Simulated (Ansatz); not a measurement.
Fe$_{3}$Ge (space group P6_3/mmc)

```xyz
8
Lattice="5.0560 0.0000 0.0000 -2.5280 4.3786 0.0000 0.0000 0.0000 4.1406" Properties=species:S:1:pos:R:3 pbc="T T T"
Fe     2.5280     2.9547     1.0351
Fe     0.0000     1.4239     3.1054
Fe    -1.2948     3.6666     3.1054
Fe     3.8228     0.7120     1.0351
Fe     1.2331     0.7120     1.0351
Fe     1.2948     3.6666     3.1054
Ge     0.0000     2.9191     1.0351
Ge     2.5280     1.4595     3.1054
```

The slice is a (-1 2 -1 0) plane (indices of the conventional cell) through the point (0.837, 0.163, 0.250) (fractional), spanned by u = [001] and v = [210] in vectors of this cell: u (4.14 Å) and v (8.76 Å, at 90° to u). It covers one period; positions are fractions (u, v).

Method: PBEsol (plane waves to 420 eV, PAW, scalar-relativistic; Ansatz, a quantum-chemistry and plane-wave program). k mesh 11×11×11. Near the nuclei the fields are pseudised (PAW); where an atom keeps semicore shells as valence, they peak there. Fe3Ge was relaxed with its symmetry unable to fall. Relaxed Fe3Ge ends ferromagnetic. The magnetic order is the one the run started from; other orders were not tried.

### Question
Sketch the ELF of the up spins on this plane as a map.

### Answer
```
|xx4035445304x|
|6510344443015|
|0001234432100|
|2211134431112|
|5421123321124|
|5432100001234|
|5542013310245|
|555206xx60255|
|565029xx92056|
|334029xx92043|
|0011059950110|
|6411102201114|
|xx4022002204x|
|xx6035555306x|
|xx4036556304x|
|6410455554014|
|0001345543100|
|2211235532112|
|4321124421123|
|4431100001134|
|3442013310244|
|444106xx60144|
|55402xxxx2045|
|233029xx92033|
|0011059950110|
|6411102201114|
|xx4022002204x|
|xx6024444206x|
```
Scale: ten equal steps from 0.17 (start of '0') to 0.51 (end of '9'), in the order '0123456789'. Values: ELF of the up spins. The map has 13 points along u (one character each, u = 0 at the left) and 28 along v (v = 0 in the bottom row). Points within 0.5 Å of a nucleus are blanked (x), as the pseudised field means little there.
